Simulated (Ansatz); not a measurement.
This cell of AgCl (rock salt) is off equilibrium:

```
CELL_PARAMETERS angstrom
      0.00000     5.61150     5.61150
      2.80575     0.00000     2.80575
      2.80575     2.80575     0.00000
ATOMIC_POSITIONS crystal
  Cl 0.00000 0.00000 0.21170
  Cl 0.50000 0.00000 0.00000
  Ag 0.25000 0.50000 0.50000
  Ag 0.75000 0.50000 0.50000
```

Level of theory: PBE (plane waves to 420 eV, PAW, scalar-relativistic; Ansatz, a program for electronic structure). k mesh 4×8×8 (Γ-centred), Fermi-Dirac smearing 0.05 eV. Energies are smeared free energies. Compression counts positive. AgCl was relaxed with its symmetry unable to fall.

Problem. What forces act on the atoms (eV/Å, Cartesian)?

Solution. 
```csv
atom,Fx,Fy,Fz
Cl1,-1.122,-1.122,0.000
Cl2,-0.191,-0.191,0.000
Ag3,-0.340,1.653,-0.106
Ag4,1.653,-0.340,0.106
```

Problem. Give the stress tensor in GPa and the pressure.

Solution. 
```
   6.46    -3.46    -0.33
  -3.46     6.46     0.33
  -0.33     0.33     2.55
```
The pressure, a third of the trace, is 5.16 GPa.

Problem. In it atom 1 sits (0.594, 0.594, 0.000) Å away from its relaxed site. What is its energy relative to the relaxed cell?

Solution. 442 meV/cell.

(A displaced cell: forces are minus the slopes of the energy, force constants its curvatures, and phonons follow from these.)
